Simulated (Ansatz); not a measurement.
Cu₃Au (Cu3Au type)

```
CELL_PARAMETERS angstrom
      3.78050     0.00000     0.00000
      0.00000     3.78050     0.00000
      0.00000     0.00000     3.78050
ATOMIC_POSITIONS crystal
  Cu 0.00000 0.50000 0.50000
  Cu 0.50000 0.00000 0.50000
  Cu 0.50000 0.50000 0.00000
  Au 0.00000 0.00000 0.00000
```

Two coordinates are scanned: the volume, and the ratio of the stretch along z (the conventional c axis) to the stretch across it. Atoms keep their fractional coordinates.

All values below come from PBE (plane waves to 420 eV, PAW, scalar-relativistic; Ansatz, a quantum-chemistry and plane-wave program). k mesh 12×12×12 (Γ-centred), Fermi-Dirac smearing 0.05 eV. The energy includes the smearing's −TS. With partly filled bands, the response to shear is sensitive to the k mesh, so small differences along c/a are uncertain. Cu3Au is run without spin polarisation. Cu3Au was relaxed with its symmetry unable to fall. Spin-orbit coupling is left out, though Au is heavy. The zero of ΔE is the relaxed starting cell.

Task: Predict the ΔE (kJ/mol of atoms) at all points of the grid V/V₀ = 0.920, 0.960, 1.000, 1.040, 1.080 by (c/a)/(c/a)₀ = 0.880, 0.940, 1.000, 1.060, 1.120.

Result: ΔE (kJ/mol of atoms), with V/V₀ across and (c/a)/(c/a)₀ down:

```
(c/a)/(c/a)₀ \ V/V₀  0.920  0.960  1.000  1.040  1.080
-------------------  -----  -----  -----  -----  -----
0.880                  6.5    2.9    1.8    2.5    4.6
0.940                  5.0    1.5    0.5    1.3    3.5
1.000                  4.4    1.0    0.0    0.9    3.1
1.060                  5.1    1.6    0.6    1.4    3.6
1.120                  7.5    3.8    2.5    3.1    5.2
```

(Under strain, the slope of the energy per volume gives the stress and its curvature an elastic modulus.)
